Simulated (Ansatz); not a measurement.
# MgTl: energy along a strain

MgTl, Pm-3m, a = 3.635 Å (as given, not relaxed at this level: -0.6 GPa). The structure is a COD entry; whether it is the stable form wasn't checked. Ansatz: PBEsol, PAW, 420 eV, Γ-centred 14×14×14 mesh on 2 atoms, Gaussian smearing 0.15 eV; no spin polarisation. Cell vectors (Å): 3.635 0.000 0.000; 0.000 3.635 0.000; 0.000 0.000 3.635. The cell is strained by x per cent times the pattern (0 0 0 0 1 0) in the order xx yy zz yz xz xy (engineering shears), with fractional coordinates held. y is the free energy over the start, V0 = 24.015 Å³/atom. Symmetry makes y even in x.

| x (%) | y (meV/atom) |
| --- | --- |
| -2.00 | ? |
| -1.00 | 0.05 |
| 0.00 | 0.00 |
| 0.25 | 0.00 |
| 0.50 | 0.01 |
| 0.75 | 0.03 |
| 1.25 | 0.08 |
| 1.50 | 0.12 |
| 1.75 | 0.16 |

Fit y = c2 x² + c4 x⁴ to the other rows, get the stiffness along the pattern, and predict the missing energy.

Least squares on the rows shown. y = 0.05065 x² + 0.0006459 x⁴. The clamped-ion stiffness p·C·p = 2 × 0.5065 eV × 160.2 / 24.015 Å³ = 6.8 GPa, which is C55 in these axes (C44 of the cubic crystal) (second derivative at the start, which stands under stress). With a term in x⁶ added, the coefficient of x² becomes 0.04517, 11 % less, which shows how far this figure hangs on the form. At x = -2.00 the fit asked for gives 0.21 meV/atom. The run gave 0.21 meV/atom, the same to the digits shown.

Spin–orbit coupling is left out, which can shift energies with elements as heavy as these.